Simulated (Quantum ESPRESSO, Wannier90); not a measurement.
CsBr (rock salt): Wannier90 run

Structure: Materials Project mp-571222, symmetrised, not relaxed again. Not found in the COD (Crystallography Open Database) copy used, which has the formula in other groups; not checked further. Level: PBEsol, no spin polarisation, no spin-orbit coupling; pw.x of Quantum ESPRESSO at 40 Ry with PseudoDojo potentials, 8×8×8 k-points, Wannier90. Density: 8×8×8 mesh, cold smearing 0.01 Ry. Spin-orbit coupling is left out although heavy elements are present.

On the energy scale of pw.x, whose zero is arbitrary, the valence-band maximum lies at 1.05 eV.

Input w.win:

```
num_bands = 4
num_wann = 4
exclude_bands = 1,3-5,9-15
num_iter = 800
conv_tol = 1.0e-6
conv_window = 4
write_hr = true
write_u_matrices = true
begin projections
Br: sp3
end projections
begin unit_cell_cart
ang
    0.0000000000    3.6610350000    3.6610350000
    3.6610350000    0.0000000000    3.6610350000
    3.6610350000    3.6610350000    0.0000000000
end unit_cell_cart
begin atoms_frac
Cs   0.0000000000  0.0000000000  0.0000000000
Br   0.5000000000  0.5000000000  0.5000000000
end atoms_frac
mp_grid = 8 8 8
begin kpoints
0.0000000000 0.0000000000 0.0000000000
0.0000000000 0.0000000000 0.1250000000
0.0000000000 0.0000000000 0.2500000000
... (509 more lines: the 8x8x8 mesh through Gamma)
end kpoints
```

Input of pw2wannier90.x that gives the overlap and projection files (equivalent; here they were cut from one run over all bands):

```
&inputpp
  outdir = './out'
  prefix = 'pwscf'
  seedname = 'w'
  write_amn = .true.
  write_mmn = .true.
/
```

Output w.wout (banner and timings cut):

```
                                    ------
                                    SYSTEM
                                    ------

                              Lattice Vectors (Ang)
                    a_1     0.000000   3.661035   3.661035
                    a_2     3.661035   0.000000   3.661035
                    a_3     3.661035   3.661035   0.000000

                   Unit Cell Volume:      98.13900  (Ang^3)

                        Reciprocal-Space Vectors (Ang^-1)
                    b_1    -0.858116   0.858116   0.858116
                    b_2     0.858116  -0.858116   0.858116
                    b_3     0.858116   0.858116  -0.858116

 *----------------------------------------------------------------------------*
 |   Site       Fractional Coordinate          Cartesian Coordinate (Ang)     |
 +----------------------------------------------------------------------------+
 | cs   1   0.00000   0.00000   0.00000   |    0.00000   0.00000   0.00000    |
 | br   1   0.50000   0.50000   0.50000   |    3.66104   3.66104   3.66104    |
 *----------------------------------------------------------------------------*
                                ------------
                                K-POINT GRID
                                ------------

             Grid size =  8 x  8 x  8      Total points =  512

 *---------------------------------- MAIN ------------------------------------*
 |  Number of Wannier Functions               :                 4             |
 |  Number of Objective Wannier Functions     :                 4             |
 |  Number of input Bloch states              :                 4             |
 |  Output verbosity (1=low, 5=high)          :                 1             |
 |  Timing Level (1=low, 5=high)              :                 1             |
 |  Optimisation (0=memory, 3=speed)          :                 3             |
 |  Length Unit                               :               Ang             |
 |  Post-processing setup (write *.nnkp)      :                 F             |
 |  Using Gamma-only branch of algorithms     :                 F             |
 *----------------------------------------------------------------------------*
 *------------------------------- WANNIERISE ---------------------------------*
 |  Total number of iterations                :               800             |
 |  Number of CG steps before reset           :                 5             |
 |  Trial step length for line search         :             2.000             |
 |  Convergence tolerence                     :         0.100E-05             |
 |  Convergence window                        :                 4             |
 |  Iterations between writing output         :                 1             |
 |  Iterations between backing up to disk     :               100             |
 |  Write r^2_nm to file                      :                 F             |
 |  Write xyz WF centres to file              :                 F             |
 |  Write on-site energies <0n|H|0n> to file  :                 F             |
 |  Use guiding centre to control phases      :                 F             |
 |  Use phases for initial projections        :                 F             |
 *----------------------------------------------------------------------------*
 *-------------------------------- PLOTTING ----------------------------------*
 |  Plotting Hamiltonian in WF basis          :                 T             |
 *----------------------------------------------------------------------------*

 *---------------------------------- K-MESH ----------------------------------*
 +----------------------------------------------------------------------------+
 |                    Distance to Nearest-Neighbour Shells                    |
 |                    ------------------------------------                    |
 |          Shell             Distance (Ang^-1)          Multiplicity         |
 |          -----             -----------------          ------------         |
 |             1                   0.185788                      8            |
 |             2                   0.214529                      6            |
 |             3                   0.303390                     12            |
 |             4                   0.355756                     24            |
 |             5                   0.371575                      8            |
 |             6                   0.429058                      6            |
 |             7                   0.467555                     24            |
 |             8                   0.479701                     24            |
       ... (lines left out)
 +----------------------------------------------------------------------------+
 | The b-vectors are chosen automatically                                     |
 | The following shells are used:                       1                     |
 +----------------------------------------------------------------------------+
 |                        Shell   # Nearest-Neighbours                        |
 |                        -----   --------------------                        |
 |                          1               8                                 |
 +----------------------------------------------------------------------------+
 | Completeness relation is fully satisfied [Eq. (B1), PRB 56, 12847 (1997)]  |
 +----------------------------------------------------------------------------+
 |                  b_k Vectors (Ang^-1) and Weights (Ang^2)                  |
 |                  ----------------------------------------                  |
 |            No.         b_k(x)      b_k(y)      b_k(z)        w_b           |
 |            ---        --------------------------------     --------        |
 |             1         0.107264    0.107264   -0.107264    10.864206        |
 |             2         0.107264   -0.107264    0.107264    10.864206        |
 |             3        -0.107264    0.107264    0.107264    10.864206        |
 |             4         0.107264    0.107264    0.107264    10.864206        |
 |             5        -0.107264   -0.107264    0.107264    10.864206        |
 |             6        -0.107264    0.107264   -0.107264    10.864206        |
 |             7         0.107264   -0.107264   -0.107264    10.864206        |
 |             8        -0.107264   -0.107264   -0.107264    10.864206        |
 +----------------------------------------------------------------------------+
 |                           b_k Directions (Ang^-1)                          |
 |                           -----------------------                          |
 |            No.           x           y           z                         |
 |            ---        --------------------------------                     |
 |             1         0.107264    0.107264   -0.107264                     |
 |             2         0.107264   -0.107264    0.107264                     |
 |             3        -0.107264    0.107264    0.107264                     |
 |             4         0.107264    0.107264    0.107264                     |
 +----------------------------------------------------------------------------+

 Starting a new Wannier90 calculation ...

 Reading overlaps from w.mmn

 Reading projections from w.amn

 *------------------------------- WANNIERISE ---------------------------------*
 +--------------------------------------------------------------------+<-- CONV
 | Iter  Delta Spread     RMS Gradient      Spread (Ang^2)            |<-- CONV
 +--------------------------------------------------------------------+<-- CONV

 ------------------------------------------------------------------------------
 Initial State
  WF centre and spread    1  (  3.932077,  3.932077,  3.932077 )     1.65673825
  WF centre and spread    2  (  3.932077,  3.389993,  3.389993 )     1.65673824
  WF centre and spread    3  (  3.389993,  3.932077,  3.389993 )     1.65673825
  WF centre and spread    4  (  3.389993,  3.389993,  3.932077 )     1.65673824
  Sum of centres and spreads ( 14.644140, 14.644140, 14.644140 )     6.62695299

      0     0.663E+01     0.0000000000        6.6269529887  <-- CONV
        O_D=      0.0007785 O_OD=      0.8691133 O_TOT=      6.6269530 <-- SPRD
 ------------------------------------------------------------------------------
      1    -0.141E-02     0.0235641544        6.6255423617  <-- CONV
        O_D=      0.0000566 O_OD=      0.8684245 O_TOT=      6.6255424 <-- SPRD
      2    -0.195E-04     0.0037389960        6.6255228686  <-- CONV
        O_D=      0.0000475 O_OD=      0.8684141 O_TOT=      6.6255229 <-- SPRD
      3    -0.977E-05     0.0025779396        6.6255130987  <-- CONV
        O_D=      0.0000420 O_OD=      0.8684099 O_TOT=      6.6255131 <-- SPRD
      4    -0.531E-05     0.0020705255        6.6255077882  <-- CONV
        O_D=      0.0000396 O_OD=      0.8684070 O_TOT=      6.6255078 <-- SPRD
      5    -0.883E-06     0.0010969705        6.6255069055  <-- CONV
        O_D=      0.0000393 O_OD=      0.8684064 O_TOT=      6.6255069 <-- SPRD
      6    -0.156E-06     0.0004596052        6.6255067495  <-- CONV
        O_D=      0.0000392 O_OD=      0.8684063 O_TOT=      6.6255067 <-- SPRD
      7    -0.312E-07     0.0001945439        6.6255067183  <-- CONV
        O_D=      0.0000392 O_OD=      0.8684063 O_TOT=      6.6255067 <-- SPRD
      8    -0.122E-07     0.0001284344        6.6255067060  <-- CONV
        O_D=      0.0000392 O_OD=      0.8684063 O_TOT=      6.6255067 <-- SPRD
             <<<     Delta < 1.000E-06  over  4 iterations     >>>
             <<< Wannierisation convergence criteria satisfied >>>
 Final State
  WF centre and spread    1  (  3.932062,  3.932062,  3.932062 )     1.65637668
  WF centre and spread    2  (  3.932062,  3.390008,  3.390008 )     1.65637667
  WF centre and spread    3  (  3.390008,  3.932062,  3.390008 )     1.65637668
  WF centre and spread    4  (  3.390008,  3.390008,  3.932062 )     1.65637667
  Sum of centres and spreads ( 14.644140, 14.644140, 14.644140 )     6.62550671

         Spreads (Ang^2)       Omega I      =     5.757061223
        ================       Omega D      =     0.000039181
                               Omega OD     =     0.868406302
    Final Spread (Ang^2)       Omega Total  =     6.625506706
```
